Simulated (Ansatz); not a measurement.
GaAs:
Space group F-43m (No. 216); a = b = c = 5.666 Å, α = β = γ = 90.00°

```json
[
 {"atom": "As", "site": "4c", "symmetry": "-43m", "x": "0.2500", "y": "0.2500", "z": "0.2500"},
 {"atom": "Ga", "site": "4a", "symmetry": "-43m", "x": "0.0000", "y": "0.0000", "z": "0.0000"}
]
```
(The calculation used a cell of 2 atoms; values per cell refer to that cell.)

Relaxed with r²SCAN.

### Question
Tabulate the valence density and the electron localisation function along the shortest As–Ga contact (2.45 Å), the program Ansatz at the r²SCAN level (PAW).

### Answer


| distance from As (Å) | density (e/Å³) | ELF |
|---|---|---|
| 0.25 | 22.00 | 0.15 |
| 0.37 | 13.00 | 0.20 |
| 0.49 | 6.47 | 0.35 |
| 0.61 | 2.92 | 0.52 |
| 0.74 | 1.41 | 0.65 |
| 0.86 | 0.86 | 0.73 |
| 0.98 | 0.66 | 0.78 |
| 1.10 | 0.56 | 0.80 |
| 1.23 | 0.50 | 0.75 |
| 1.35 | 0.48 | 0.59 |
| 1.47 | 0.51 | 0.41 |
| 1.59 | 0.62 | 0.30 |
| 1.72 | 0.92 | 0.23 |
| 1.84 | 1.80 | 0.15 |
| 1.96 | 4.63 | 0.07 |
| 2.09 | 12.27 | 0.03 |
| 2.21 | 26.90 | 0.02 |

The density is the valence pseudo-density with augmentation charge, so density and ELF within about 1 Å of a nucleus are not all-electron values.

The cell was relaxed with r²SCAN under the symmetry of its start.

Potentials: the later of the program's two PAW sets.
